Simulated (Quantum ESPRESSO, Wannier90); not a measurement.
## Tight-binding from DFT: Sn₂SeS (Pmc2₁)

Structure: Materials Project mp-1218960, symmetrised, not relaxed again. Not found in the COD (Crystallography Open Database) copy used; not checked further. Level: PBEsol, no spin polarisation, no spin-orbit coupling; pw.x of Quantum ESPRESSO at 69 Ry with PseudoDojo potentials, 4×4×4 k-points, Wannier90. Density: 8×8×4 mesh, Gaussian smearing 0.01 Ry. The cell is built of weakly bound layers, chains or molecules, whose nearest atoms lie 3.45 Å apart. Database cells relaxed without dispersion often hold them too far apart, which can enlarge gaps and weakens couplings between them; spacing and stacking were not compared with the measured crystal. Spin-orbit coupling is left out although heavy elements are present.

```
begin unit_cell_cart
ang
    4.0385000000    0.0000000000    0.0000000000
    0.0000000000    4.6517600000    0.0000000000
    0.0000000000    0.0000000000   11.4896300000
end unit_cell_cart
mp_grid = 4 4 4
```

**Question.** Which shells of neighbouring k-points and which b-vectors and weights does Wannier90 pick for this cell and mesh?

**Answer.** 
```
 *---------------------------------- K-MESH ----------------------------------*
 +----------------------------------------------------------------------------+
 |                    Distance to Nearest-Neighbour Shells                    |
 |                    ------------------------------------                    |
 |          Shell             Distance (Ang^-1)          Multiplicity         |
 |          -----             -----------------          ------------         |
 |             1                   0.136714                      2            |
 |             2                   0.273429                      2            |
 |             3                   0.337678                      2            |
 |             4                   0.364304                      4            |
 |             5                   0.388955                      2            |
 |             6                   0.410143                      2            |
 |             7                   0.412283                      4            |
 |             8                   0.434499                      4            |
       ... (lines left out)
 +----------------------------------------------------------------------------+
 | The b-vectors are chosen automatically                                     |
 | SVD found small singular value, Rejecting this shell and trying the next   |
 | The following shells are used:                       1,  3,  5             |
 +----------------------------------------------------------------------------+
 |                        Shell   # Nearest-Neighbours                        |
 |                        -----   --------------------                        |
 |                          1               2                                 |
 |                          2               2                                 |
 |                          3               2                                 |
 +----------------------------------------------------------------------------+
 | Completeness relation is fully satisfied [Eq. (B1), PRB 56, 12847 (1997)]  |
 +----------------------------------------------------------------------------+
 |                  b_k Vectors (Ang^-1) and Weights (Ang^2)                  |
 |                  ----------------------------------------                  |
 |            No.         b_k(x)      b_k(y)      b_k(z)        w_b           |
 |            ---        --------------------------------     --------        |
 |             1         0.000000    0.000000    0.136714    26.751143        |
 |             2         0.000000    0.000000   -0.136714    26.751143        |
 |             3         0.000000    0.337678    0.000000     4.384952        |
 |             4         0.000000   -0.337678    0.000000     4.384952        |
 |             5         0.388955    0.000000    0.000000     3.304992        |
 |             6        -0.388955    0.000000    0.000000     3.304992        |
```
